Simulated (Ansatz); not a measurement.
SnSe (GeS type, space group Pnma)

```
SnSe
1.0
   11.53579     0.00000     0.00000
    0.00000     4.12093     0.00000
    0.00000     0.00000     4.57816
Sn Se
4 4
Cartesian
  1.36114   1.03023   0.53329
  4.40676   3.09070   2.82237
 10.17466   3.09070   4.04487
  7.12903   1.03023   1.75579
  9.84608   1.03023   2.22191
  7.45761   3.09070   4.51099
  1.68971   3.09070   2.35625
  4.07818   1.03023   0.06717
```

The slice is a (100) plane (indices of the conventional cell) through the point (0.118, 0.250, 0.117) (fractional), spanned by u = [010] and v = [001] in vectors of this cell: u (4.12 Å) and v (4.58 Å, at 90° to u). It covers one period; positions are fractions (u, v).

All values below come from r2SCAN+rVV10 (plane waves to 500 eV, PAW, scalar-relativistic; Ansatz, a program for electronic structure). k mesh 3×8×7. Inside the PAW spheres the values are not all-electron values, and peaks at nuclei hang on which shells count as valence. SnSe was relaxed with its symmetry unable to fall.

Question: Predict the map of the density of the highest valence band (whole band, smooth part) on the slice.

Answer: 
```
v \ u   0.00   0.16   0.32   0.48   0.64   0.80   0.96
-----  -----  -----  -----  -----  -----  -----  -----
0.93   0.007  0.023  0.006  0.001  0.004  0.021  0.009
0.86   0.025  0.026  0.006  0.001  0.003  0.021  0.026
0.79   0.029  0.019  0.005  0.002  0.003  0.014  0.028
0.71   0.016  0.010  0.005  0.006  0.005  0.008  0.015
0.64   0.006  0.005  0.009  0.017  0.011  0.005  0.006
0.57   0.003  0.004  0.018  0.040  0.024  0.006  0.003
0.50   0.002  0.005  0.029  0.061  0.039  0.008  0.002
0.43   0.002  0.006  0.033  0.051  0.043  0.009  0.002
0.36   0.002  0.005  0.029  0.040  0.037  0.008  0.002
0.29   0.002  0.003  0.019  0.041  0.027  0.005  0.002
0.21   0.004  0.002  0.010  0.027  0.015  0.003  0.004
0.14   0.012  0.005  0.004  0.012  0.006  0.004  0.011
0.07   0.016  0.013  0.003  0.004  0.003  0.009  0.016
0.00   0.005  0.018  0.005  0.002  0.003  0.016  0.007
```

Values: density of the highest valence band (whole band, smooth part) in e/Å³.
